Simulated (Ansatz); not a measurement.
CsSi$_{2}$N$_{3}$: input and output

The input, for Ansatz 0.2.0 (plane waves, PAW):

```yaml
crystal:
  lattice:
    - [5.244339, -0.105006, -0.206922]
    - [0.070253, 6.372238, -0.167052]
    - [-0.42941, 0.615751, 5.723759]
  atoms:
    - { symbol: Si, position: [0.162464, 0.74348, 0.284166] }
    - { symbol: Si, position: [0.369577, 0.063326, 0.781365] }
    - { symbol: Si, position: [0.80083, 0.76813, 0.031718] }
    - { symbol: Si, position: [0.725356, 0.995045, 0.624663] }
    - { symbol: "N", position: [0.666191, 0.264756, 0.78967] }
    - { symbol: "N", position: [0.810705, 0.447628, 0.60038] }
    - { symbol: "N", position: [0.520209, 0.213316, 0.05303] }
    - { symbol: "N", position: [0.584934, 0.394342, 0.266163] }
    - { symbol: "N", position: [0.009808, 0.091374, 0.85072] }
    - { symbol: "N", position: [0.828282, 0.719124, 0.522096] }
    - { symbol: Cs, position: [0.298009, 0.587271, 0.800595] }
    - { symbol: Cs, position: [0.08649, 0.220063, 0.3074] }
kpoints:
  mp_grid: { grid: [4, 3, 3], shift: [0.0, 0.0, 0.5] }
magnetization:
  spin_polarized: false
scf:
  occupations: { method: fermi_dirac }
  lower_state_search: "off"
  max_iter: 200
hamiltonian:
  pseudopotentials: { kind: paw }
  xc: { exchange: b88, correlation: lda }
basis:
  ecutwfc: 420
  fft_grid_basis: typed
output:
  forces: true
  stress: true
  eigenvalues: true
  bader: true
  populations: true
  elf: true
  write_potential: true
  volumetric_format: npy
  dos:
    e_range: [-12, 8]
    de: 0.05
    projected: { site_lists: { Cs: [Cs], "N": ["N"], Si: [Si] } }
checkpoint:
  read: saved_state
```

The saved state is an earlier solution for the same cell, perhaps on another mesh. 

Excerpt of what it printed:

```
SCF iter   1: F=—  Δρ=1.89e-3  dr2=6.12e-4
SCF iter   2: F=—  Δρ=9.81e-4  dr2=1.85e-4
SCF iter   3: F=—  Δρ=3.45e-5  dr2=4.31e-6
SCF iter   4: F=—  Δρ=1.47e-5  dr2=9.00e-7
SCF iter   5: F=-16454.4480 eV  Δρ=3.80e-6  dr2=6.41e-8
SCF iter   6: F=-16454.4480 eV  Δρ=1.30e-6  dr2=7.50e-9
Free energy (F): -16454.4480 eV
Harris-Foulkes:  -16454.4480 eV  (|F-HF|=9.53e-10)
Internal energy: -16454.2694 eV  (E = F + TS)
E sigma→0 (E₀):  -16454.3587 eV
Entropy (-TS):   -0.1786 eV (-14.881 meV/atom)
Fermi energy:    7.7279 eV
--- Per-component energies (eV) ---
  E_band       = 5.7501
  E_kinetic    = 1205.3355
  E_local      = -1925.9190  (includes V_loc(G=0)·N_el)
  E_nonlocal   = 455.3871
  E_hartree    = 670.0913
  E_xc         = -959.3081
  E_vxc        = -908.5033  (∫ρ·V_xc dr)
  E_paw        = -13191.8998  (= ΣΔE_a)
  E_vpaw       = -160.7342  (= ΣTr[D̂ρ^β])
  E_aug_tail   = 0.0005  (compensation charges beyond the density's cutoff)
  E_ewald      = -2707.6877
  E_core_change = -0.2692  (= ΣΔE_core)
  E_smearing   = -0.1786  (= −TS)
--- Forces (eV/Å), atoms counted from 1 ---
  atom   1  Si    -0.7427    -0.0379     0.9827
  atom   2  Si    -1.7573     1.8991     3.2820
  atom   3  Si    -0.3964     0.7821     0.5072
  atom   4  Si     2.5190    -1.6390     0.9461
  atom   5  N     -1.5699     0.6720    -0.2172
  atom   6  N     -0.9675     1.4225    -0.2349
  atom   7  N      1.8475     1.8863     0.3060
  atom   8  N     -0.8069    -1.5755    -2.3418
  atom   9  N      1.8879    -2.9914    -2.2001
  atom  10  N     -0.0112    -0.2217    -0.1755
  atom  11  Cs    -0.0157    -1.0170    -0.1270
  atom  12  Cs     0.0134     0.8206    -0.7274
--- Stress (GPa, compression-positive) ---
       10.7052      -5.7629       3.0188
       -5.7629       6.7437      -2.0045
        3.0188      -2.0045       6.3445
  P = ⅓ Tr σ = 7.9312 GPa (79.312 kbar)
--- Löwdin populations: 12 sites ---
  site symbol       q [e]
     0     Si      4.0126
     1     Si      3.4374
     2     Si      3.7819
     3     Si      3.3545
     4      N      5.3264
     5      N      5.2768
     6      N      5.4198
     7      N      5.4593
     8      N      5.7076
     9      N      5.5473
    10     Cs      8.0201
    11     Cs      7.9840
  spilling = 0.0105 (of n_electrons = 64.0000)
--- Bader charges: 12 sites ---
  site symbol  charge [e]  shift [e]
     0     Si      0.3899     0.0122
     1     Si      1.3179     0.0062
     2     Si      0.1449     0.0118
     3     Si      1.4542     0.0131
     4      N     -0.7625     0.0060
     5      N     -0.2695     0.0001
     6      N     -0.7277     0.0025
     7      N     -0.4681     0.0003
     8      N     -1.4120     0.0070
     9      N     -1.0583     0.0037
    10     Cs      0.6806     0.0000
    11     Cs      0.7106     0.0000
```

Origin: a disordered cell, so it need not be a known compound. Caveats: many states at the Fermi level without spin polarisation, so a magnetic state may lie lower; the k mesh is coarse if the cell is a metal; atoms or cell far from equilibrium; forces of this functional can be a tenth off on these datasets.
